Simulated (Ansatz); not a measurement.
PtSe2 in space group R3m (No. 160; Pt on 3a, Se on 3a, Se on 3a) under volume change, PBE (plane waves, PAW; program Ansatz), shape and atoms relaxed at each volume.

| V (Å³/atom) | E − E(relaxed) (meV/atom) | P (GPa) |
|---|---|---|
| 19.904 | ___ | ___ |
| 20.560 | ___ | ___ |
| 21.216 | 2.3 | 1.15 |
| 21.873 | 0.0 | 0.00 |
| 22.529 | 1.7 | -0.81 |
| 23.185 | 6.1 | -1.33 |
| 23.841 | 12.1 | -1.59 |

What belongs in the gaps?


- 19.904, E − E(relaxed) (meV/atom): 22.7
- 19.904, P (GPa): 4.19
- 20.560, E − E(relaxed) (meV/atom): 9.6
- 20.560, P (GPa): 2.35

What does a third-order Birch–Murnaghan fit give for V₀, B₀ and B′?

V₀ = 21.88 Å³/atom, B₀ = 29.2 GPa, B′ = 9.2.

The cell is a constructed one: a structure type filled with these elements; neither database checked (COD, Materials Project) lists it. COD files the formula under space group No. 164, so this cell is another polymorph or a model. Its standing as an ambient phase is unchecked. The PBE relaxation kept the symmetry of its start; whether a distortion lowers the energy is not shown. The run is not spin-polarised. A crystal of weakly bound layers computed without a dispersion correction: the cell and the soft elastic constants depend strongly on that. Scalar-relativistic: spin–orbit coupling is off unless named, which matters more the heavier the elements.

Potentials: the later of the program's two PAW sets.
